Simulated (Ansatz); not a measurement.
ZnS (wurtzite), relaxed and computed with several functionals in Ansatz (plane waves, PAW).

| functional | a (Å) | c (Å) | V (Å³/atom) | gap (eV) | B₀ by P(V) fit (GPa) |
|---|---|---|---|---|---|
| PBE | (withheld) | (withheld) | (withheld) | (withheld) | (withheld) |
| HSE06 | 3.834 | 6.278 | 19.98 | 3.35 | 74.7 |
| r²SCAN | 3.806 | 6.245 | 19.59 | 2.78 | 78.2 |

Question: Some entries are withheld; supply them.

Answer: 
- PBE, a (Å): 3.845
- PBE, c (Å): 6.306
- PBE, V (Å³/atom): 20.18
- PBE, gap (eV): 2.08
- PBE, B₀ by P(V) fit (GPa): 69.1

All cells were relaxed under the symmetry of their starts (and spin orders); stability against distortions was not tested throughout.

Potentials: the later of the program's two PAW sets.

Ansatz (an electronic-structure program) is a plane-wave DFT program.
